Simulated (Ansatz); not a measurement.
Given:

Ge₂Mo:
```xyz
3
Lattice="-1.6381 1.6381 4.0633 1.6381 -1.6381 4.0633 1.6381 1.6381 -4.0633" Properties=species:S:1:pos:R:3 pbc="T T T"
Ge     0.0000     0.0000     5.3804
Ge     0.0000     0.0000     2.7461
Mo     0.0000     0.0000     0.0000
```

This is the LDA-relaxed structure.

Question: All from plane-wave PAW LDA (Ansatz code), unless another level is named. Give the electronic character.

Answer: metallic (no gap).

Question: What about the formation energy from the elements (no fitted shifts)?

Answer: -0.24 eV/atom.

Question: Predict the density of states at the Fermi level.

Answer: 0.19 states/eV per atom (mean over ±0.08 eV).

Space group I4/mmm (MoSi2 or CaC2 type). The workflow started from a Materials Project entry (that database holds measured and hypothetical structures alike); the Crystallography Open Database copy checked does not list it. COD files the formula under space group No. 62, so this cell is another polymorph or a model. Its standing as an ambient phase is unchecked. Symmetry was held in the LDA relaxation; of distortions, only those at the zone centre were tested. The run is not spin-polarised. The references are the lowest solids computed at this level, not always the standard phases. Spin–orbit coupling is left out wherever it is not named.

Potentials: the later of the program's two PAW sets.
